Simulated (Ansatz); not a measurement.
Input for Ansatz (plane-wave DFT, PAW):

```yaml
crystal:
  lattice:
    - [-3.6017267515, 3.6017267515, 2.7895654825]
    - [3.6017267515, -3.6017267515, 2.7895654825]
    - [3.6017267515, 3.6017267515, -2.7895654825]
  atoms:
    - { symbol: Na, position: [0.6738619701, 0.1738619701, 0.8477239403] }
    - { symbol: Na, position: [0.1738619701, 0.3261380299, 0.5] }
    - { symbol: Na, position: [0.3261380299, 0.8261380299, 0.1522760597] }
    - { symbol: Na, position: [0.8261380299, 0.6738619701, 0.5] }
    - { symbol: Au, position: [0.25, 0.25, 0.0] }
    - { symbol: Au, position: [0.75, 0.75, 0.0] }
basis:
  ecutwfc: 500
kpoints:
  mp_grid: { grid: [8, 8, 8] }
hamiltonian:
  xc: r2scan
scf:
  occupations: { method: gaussian, width: 0.1 }
output:
  forces: true
  stress: true
  eigenvalues: true
relax:
  adjacent_minimum: "off"
  f_tol: 0.01
  max_steps: 30
  cell: { stress_tol: 0.1, fix: [volume] }
```

Command:
```bash
ansatz run input.yaml --threads 2 --pin off --max-ram 5120MiB --backend cpu --events-out ev --progress --plain --runs-dir out
```

All numbers below come from DFT r2SCAN, scalar-relativistic, plane waves, PAW (Ansatz 0.2.0).

Part of what the program printed, abridged:

```
Pseudopotentials: kind: paw
Pseudopotential: Na, paw, valence charge 9, recommended cutoff 500 eV (meta_gga)
Pseudopotential: Au, paw, valence charge 19, recommended cutoff 500 eV (meta_gga)
Functional definition: r2SCAN
Crystal: 6 atoms, lattice volume = 144.750 Å³
Basis set: ecut = 500 eV, 3703 PW (Γ), exchange–correlation on 180×180×180 points (64 copies of the dense FFT grid, shifted against one another)
Bands: 45, of which v1, the nominal top of the filled ones, is band 37 counted from 1 (36 counted from 0)
Symmetry: 16 space group operations
Space group: I4/mcm (ITA 140), of the structure as read, at distance tolerance 5.3e-5 Å
k-points: 59 of 512
Initial density: superposition of atomic densities (neutral atoms: chi_scale 0, normalization atom), corrected by the library's trained network
Initial wavefunctions: pseudopotential atomic-orbital guess
Functional: x = r2scan, c = r2scan; τ floored in thin density (d = 2e-4 eV/Å³)
SCF iter   1: F=—  HF=-32283.186830 eV  |F-HF|=—  |Δ(HF+E_count)|=         —  Δρ=9.92e-3  dr2=1.75e-1  dr2_τ=3.12e-2  ethr=1.77e-3  ⟨swp⟩=7.7  Hψ=10204  notcnv=0  defer=15
SCF iter   2: F=—  HF=-32283.180337 eV  |F-HF|=—  |Δ(HF+E_count)|=   6.49e-3  Δρ=3.62e-3  dr2=3.71e-2  dr2_τ=3.60e-3  ethr=2.36e-4  ⟨swp⟩=2.7  Hψ=4874  notcnv=0  defer=144
SCF iter   3: F=—  HF=-32283.176853 eV  |F-HF|=—  |Δ(HF+E_count)|=   3.48e-3  Δρ=1.48e-3  dr2=8.41e-3  dr2_τ=2.28e-4  ethr=5.02e-5  ⟨swp⟩=2.3  Hψ=3321  notcnv=0  defer=144
SCF iter   4: F=—  HF=-32283.176252 eV  |F-HF|=—  |Δ(HF+E_count)|=   6.01e-4  Δρ=5.17e-4  dr2=6.58e-4  dr2_τ=2.11e-5  ethr=1.14e-5  ⟨swp⟩=2.0  Hψ=3156  notcnv=0  defer=144
SCF iter   5: F=—  HF=-32283.176260 eV  |F-HF|=—  |Δ(HF+E_count)|=   7.85e-6  Δρ=2.36e-4  dr2=1.16e-4  dr2_τ=1.13e-5  ethr=8.89e-7  ⟨swp⟩=2.0  Hψ=3275  notcnv=0  defer=144
SCF iter   6: F=—  HF=-32283.176262 eV  |F-HF|=—  |Δ(HF+E_count)|=   1.80e-6  Δρ=1.06e-4  dr2=1.02e-5  dr2_τ=5.07e-7  ethr=1.56e-7  ⟨swp⟩=2.5  Hψ=4225  notcnv=0  defer=144
SCF iter   7: F=—  HF=-32283.176232 eV  |F-HF|=—  |Δ(HF+E_count)|=   3.03e-5  Δρ=3.05e-5  dr2=1.74e-6  dr2_τ=1.28e-7  ethr=1.38e-8  ⟨swp⟩=2.0  Hψ=4716  notcnv=0  defer=144
SCF iter   8: F=—  HF=-32283.176233 eV  |F-HF|=—  |Δ(HF+E_count)|=   1.00e-6  Δρ=5.93e-6  dr2=1.02e-7  dr2_τ=3.81e-9  ethr=2.35e-9  ⟨swp⟩=2.0  Hψ=3295  notcnv=0  defer=144
SCF iter   9: F=-32283.176233 eV  HF=-32283.176233 eV  |F-HF|=4.96e-9  |Δ(HF+E_count)|=   1.17e-7  Δρ=2.19e-6  dr2=1.91e-8  dr2_τ=1.68e-10  ethr=1.35e-10  ⟨swp⟩=10.4  Hψ=11428  notcnv=0
SCF 1 converged in 9 iterations: F = -32283.176233 eV  dr2 = 1.91e-8
relax step   1: F+E_penalty+E_count = -32283.17623277 eV  Δ(F+E_penalty+E_count) = +0.000e0 eV  max|allowed force component| = 1.704e-2 eV/Å  Δτ_max = 0.0000 Å  P = +0.964 GPa  Ω = 144.750 Å³  fix = [volume]  reactions: volume +0.964 GPa (9 SCF iters, dr2 threshold 1.00e-7 eV, accepted)
Initial density: handed on by an earlier stage of this run
Initial wavefunctions: those handed on with the density
SCF iter   1: F=—  HF=-32283.169301 eV  |F-HF|=—  |Δ(HF+E_count)|=         —  Δρ=9.04e-4  dr2=6.81e-4  dr2_τ=5.62e-3  ethr=9.97e-7  ⟨swp⟩=2.6  Hψ=11397  notcnv=0
SCF iter   2: F=—  HF=-32283.177444 eV  |F-HF|=—  |Δ(HF+E_count)|=   8.14e-3  Δρ=5.91e-4  dr2=3.58e-4  dr2_τ=2.69e-5  ethr=9.21e-7  ⟨swp⟩=2.0  Hψ=4569  notcnv=0
SCF iter   3: F=—  HF=-32283.177272 eV  |F-HF|=—  |Δ(HF+E_count)|=   1.72e-4  Δρ=1.32e-4  dr2=1.59e-5  dr2_τ=5.91e-6  ethr=4.83e-7  ⟨swp⟩=2.0  Hψ=4037  notcnv=0
SCF iter   4: F=—  HF=-32283.177264 eV  |F-HF|=—  |Δ(HF+E_count)|=   7.90e-6  Δρ=5.81e-5  dr2=6.20e-6  dr2_τ=5.45e-7  ethr=2.14e-8  ⟨swp⟩=2.0  Hψ=4331  notcnv=0
SCF iter   5: F=—  HF=-32283.177265 eV  |F-HF|=—  |Δ(HF+E_count)|=   1.15e-6  Δρ=1.73e-5  dr2=7.67e-7  dr2_τ=4.76e-8  ethr=8.38e-9  ⟨swp⟩=2.9  Hψ=4236  notcnv=0
SCF iter   6: F=—  HF=-32283.177265 eV  |F-HF|=—  |Δ(HF+E_count)|=   4.73e-9  Δρ=1.11e-5  dr2=2.11e-7  dr2_τ=1.76e-8  ethr=1.04e-9  ⟨swp⟩=2.9  Hψ=4574  notcnv=0
SCF iter   7: F=-32283.177265 eV  HF=-32283.177265 eV  |F-HF|=1.51e-8  |Δ(HF+E_count)|=   8.73e-8  Δρ=4.17e-6  dr2=3.01e-8  dr2_τ=2.38e-9  ethr=1.64e-10  ⟨swp⟩=4.4  Hψ=8195  notcnv=0
SCF 2 converged in 7 iterations: F = -32283.177265 eV  dr2 = 3.01e-8
relax step   2: F+E_penalty+E_count = -32283.17726507 eV  Δ(F+E_penalty+E_count) = -1.032e-3 eV  max|allowed force component| = 6.120e-3 eV/Å  Δτ_max = 0.0082 Å  P = +0.889 GPa  Ω = 144.750 Å³  energy of the carried Pulay correction = -1.189e-17 eV  fix = [volume]  reactions: volume +0.889 GPa (7 SCF iters, dr2 threshold 1.22e-7 eV, accepted)
Initial wavefunctions: pseudopotential atomic-orbital guess (no wavefunctions were taken with the density)
SCF iter   1: F=—  HF=-32283.176880 eV  |F-HF|=—  |Δ(HF+E_count)|=         —  Δρ=1.31e-4  dr2=4.71e-7  dr2_τ=2.86e-8  ethr=7.48e-8  ⟨swp⟩=3.3  Hψ=16444  notcnv=0
SCF iter   2: F=—  HF=-32283.177170 eV  |F-HF|=—  |Δ(HF+E_count)|=   2.89e-4  Δρ=6.61e-5  dr2=1.42e-7  dr2_τ=1.85e-6  ethr=6.36e-10  ⟨swp⟩=2.1  Hψ=4382  notcnv=0
SCF iter   3: F=—  HF=-32283.177266 eV  |F-HF|=—  |Δ(HF+E_count)|=   9.69e-5  Δρ=1.80e-6  dr2=4.01e-9  dr2_τ=1.03e-9  ethr=1.93e-10  ⟨swp⟩=2.0  Hψ=4375  notcnv=0
SCF iter   4: F=—  HF=-32283.177266 eV  |F-HF|=—  |Δ(HF+E_count)|=   6.26e-8  Δρ=8.83e-7  dr2=4.41e-9  dr2_τ=4.08e-11  ethr=5.42e-12  ⟨swp⟩=2.0  Hψ=4139  notcnv=0
SCF iter   5: F=—  HF=-32283.177266 eV  |F-HF|=—  |Δ(HF+E_count)|=  6.51e-10  Δρ=6.25e-7  dr2=2.11e-9  dr2_τ=3.12e-11  ethr=5.42e-12  ⟨swp⟩=2.0  Hψ=3020  notcnv=0
SCF iter   6: F=-32283.177266 eV  HF=-32283.177266 eV  |F-HF|=2.91e-11  |Δ(HF+E_count)|=  7.24e-10  Δρ=1.96e-7  dr2=1.75e-10  dr2_τ=7.02e-12  ethr=1.00e-12  ⟨swp⟩=3.9  Hψ=10346  notcnv=0
SCF 3 converged in 6 iterations: F = -32283.177266 eV  dr2 = 1.75e-10
SCF converged after 6 iterations
Free energy (F): -32283.177266 eV
Harris-Foulkes:  -32283.177266 eV  (|F-HF|=2.91e-11)
Internal energy: -32283.169527 eV  (E = F + TS)
E sigma→0 (E₀):  -32283.173397 eV
Entropy (-TS):   -0.007740 eV (-1.290 meV/atom)
Fermi energy:    7.043422 eV
--- Per-component energies (eV) ---
  E_band       = -1769.958166
  E_kinetic    = 1696.555579
  E_local      = -11382.650097  (includes V_loc(G=0)·N_el)
  E_nonlocal   = 611.282830
  E_hartree    = 4519.848169
  E_xc         = -583.426654
  E_vxc        = -837.072245  (∫ρ·V_xc dr)
  E_paw        = -20531.699020  (= ΣΔE_a)
  E_vpaw       = -961.063423  (= ΣTr[D̂ρ^β])
  E_aug_tail   = 0.001424  (compensation charges beyond the density's cutoff)
  E_vtau       = 63.291292  (kinetic-family band-sum trace: ∫τ·v_τ [+ j·A + Jᵃ·Aᵃ] dr)
  E_ewald      = -6612.624042
  E_core_change = -0.457717  (= ΣΔE_core)
  E_smearing   = -0.007740  (= −TS)
--- Forces (eV/Å), atoms counted from 1 ---
  atom   1  Na    -0.00599978    -0.00599978     0.00000000
  atom   2  Na     0.00599978    -0.00599978     0.00000000
  atom   3  Na     0.00599978     0.00599978     0.00000000
  atom   4  Na    -0.00599978     0.00599978     0.00000000
  atom   5  Au     0.00000000     0.00000000     0.00000000
  atom   6  Au     0.00000000     0.00000000     0.00000000
--- Stress (GPa, compression-positive) ---
        0.869381       0.000000       0.000000
        0.000000       0.869381       0.000000
        0.000000       0.000000       0.929314
  P = ⅓ Tr σ = 0.8894 GPa (8.894 kbar)
--- Band table (eV; the first three rows and the last of 59) ---
  k-point 0: bands = ["-100.6992", "-100.6919", "-51.6293", "-51.5366", "-51.5366", "-51.5205", "-51.5205", "-51.4498", "-48.0167", "-48.0144", "-48.0103", "-48.0103", "-18.4874", "-18.4874", "-18.4806", "-18.4737", "-18.4496", "-18.4496", "-18.4387", "-18.4218", "-18.3973", "-18.3973", "-18.3917", "-18.3848", "0.1715", "1.6676", "1.7415", "1.7415", "2.3258", "2.5645", "2.8911", "2.9341", "3.4594", "3.8333", "3.8333", "7.8978", "7.9039", "7.9039", "8.3772", "9.0259", "9.9084", "9.9084", "10.5778", "11.1365", "12.7754"]
  k-point 1: bands = ["-100.6992", "-100.6919", "-51.6293", "-51.5366", "-51.5366", "-51.5205", "-51.5204", "-51.4498", "-48.0166", "-48.0144", "-48.0104", "-48.0103", "-18.4880", "-18.4876", "-18.4794", "-18.4742", "-18.4498", "-18.4494", "-18.4377", "-18.4222", "-18.3981", "-18.3977", "-18.3913", "-18.3850", "0.2018", "1.7180", "1.7389", "1.7531", "2.3406", "2.5518", "2.8966", "2.9251", "3.4376", "3.8333", "3.8334", "6.7841", "7.9811", "8.3067", "8.8147", "8.8766", "9.6150", "10.2821", "10.7863", "11.5961", "12.4988"]
  k-point 2: bands = ["-100.6992", "-100.6919", "-51.6293", "-51.5367", "-51.5366", "-51.5205", "-51.5204", "-51.4498", "-48.0162", "-48.0145", "-48.0106", "-48.0103", "-18.4893", "-18.4880", "-18.4777", "-18.4734", "-18.4513", "-18.4488", "-18.4352", "-18.4235", "-18.4001", "-18.3986", "-18.3904", "-18.3857", "0.2726", "1.7326", "1.7813", "1.8605", "2.3931", "2.5219", "2.9010", "2.9099", "3.3899", "3.8333", "3.8336", "5.7030", "8.0569", "8.2790", "8.6899", "9.1966", "9.3997", "11.1035", "11.1114", "12.0663", "12.3445"]
  k-point 58: bands = ["-100.6992", "-100.6919", "-51.6294", "-51.5367", "-51.5367", "-51.5204", "-51.5204", "-51.4498", "-48.0147", "-48.0147", "-48.0111", "-48.0109", "-18.5029", "-18.4780", "-18.4779", "-18.4596", "-18.4596", "-18.4516", "-18.4283", "-18.4283", "-18.4159", "-18.3904", "-18.3904", "-18.3854", "0.4683", "1.8109", "1.8109", "2.3097", "2.5816", "2.7698", "2.8216", "2.9509", "3.1347", "3.8335", "3.8335", "5.7278", "5.7278", "7.0129", "7.1871", "7.9344", "12.0285", "12.0285", "12.7389", "12.8594", "14.7277"]
--- Relaxed structure (2 steps of the walk, 2 accepted, 1 SCFs on fresh bases) ---
  F+E_penalty+E_count = -32283.17726648 eV   max|allowed force component| = 6.000e-3 eV/Å   (the final SCF, on the basis selected at the relaxed cell)
  cell:  # Å, volume = 144.7498 Å³
    - [-3.59662578, 3.59662578, 2.79748377]
    - [3.59662578, -3.59662578, 2.79748377]
    - [3.59662578, 3.59662578, -2.79748377]
  atoms:
    - { symbol: Na, position: [0.67305667, 0.17305667, 0.84611335] }
    - { symbol: Na, position: [0.17305667, 0.32694332, 0.5] }
    - { symbol: Na, position: [0.32694332, 0.82694332, 0.15388664] }
    - { symbol: Na, position: [0.82694332, 0.67305667, 0.5] }
    - { symbol: Au, position: [0.25, 0.25, 0.0] }
    - { symbol: Au, position: [0.75, 0.75, 0.0] }
```

The relaxation met its thresholds.

Time: 31 s on 2 threads of Intel(R) Xeon(R) 6975P-C (Granite Rapids), on a shared host, peak memory 1.1 GiB.

Spin–orbit coupling is left out, which can shift energies with elements as heavy as these.